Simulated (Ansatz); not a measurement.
Relaxed-ion elastic tensor of Li (bcc (W type), Im-3m) in GPa (Voigt order), DFT-PBEsol in the program Ansatz with PAW potentials; density 0.57 g/cm³, 20.25 Å³ per atom.

```
14.6  13.2  13.2   0.0   0.0   0.0
13.2  14.6  13.2   0.0   0.0   0.0
13.2  13.2  14.6   0.0   0.0   0.0
 0.0   0.0   0.0  11.2   0.0   0.0
 0.0   0.0   0.0   0.0  11.2   0.0
 0.0   0.0   0.0   0.0   0.0  11.2
```

Is the crystal mechanically stable?

Yes: the smallest eigenvalue of C is 1.4 GPa.

Work out the Voigt and Reuss bounds. Is their mean of use?

K_V = 13.7, K_R = 13.7; G_V = 7.0, G_R = 1.6 GPa. The bounds lie so far apart that a Hill average or a Debye temperature from it would say little.

Symmetry was held in the PBEsol relaxation. As this level gives no gap, shear constants depend on the k-mesh and smearing (Fermi–Dirac, 0.1 eV here).

Potentials: the earlier of the program's two PAW sets. The files were generated under PBE; for other functionals the program regenerates the frozen cores, and for LDA and PBEsol the local potential too.
